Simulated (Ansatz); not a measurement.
CaSe:
```xyz
2
Lattice="0.0000 2.8954 2.8954 2.8954 0.0000 2.8954 2.8954 2.8954 0.0000" Properties=species:S:1:pos:R:3 pbc="T T T"
Ca     0.0000     0.0000     0.0000
Se     2.8954     2.8954     2.8954
```

Relaxed with LDA. Special points in fractions of this cell's reciprocal vectors: Γ (0.000, 0.000, 0.000); X (0.500, 0.000, 0.500); U (0.625, 0.250, 0.625); K (0.375, 0.375, 0.750); L (0.500, 0.500, 0.500); W (0.500, 0.250, 0.750).

**Question.** List the band energies nearest the valence-band maximum at these points for DFT-LDA in the program Ansatz with PAW potentials.

**Answer.** In eV from the valence-band maximum; about four levels below and three above (degenerate sets whole), none deeper than 8.9 eV; points with the same levels are listed once.

| k | below | above |
|---|---|---|
| Γ | 0.00 0.00 0.00 | 3.44 3.52 3.52 3.52 |
| X | -2.71 -1.00 -1.00 | 1.71 5.04 5.13 |
| U | -2.44 -2.25 -1.23 | 3.09 5.73 5.76 |
| L | -3.59 -1.36 -1.36 | 4.48 5.50 5.50 5.50 |
| W | -2.15 -2.15 -1.85 | 4.31 4.31 5.28 |

Space group Fm-3m (rock salt). The LDA relaxation kept the symmetry of its start; phonons on a q-mesh show no instability. Scalar-relativistic: spin–orbit coupling is off unless named, which matters more the heavier the elements.

Potentials: the later of the program's two PAW sets.
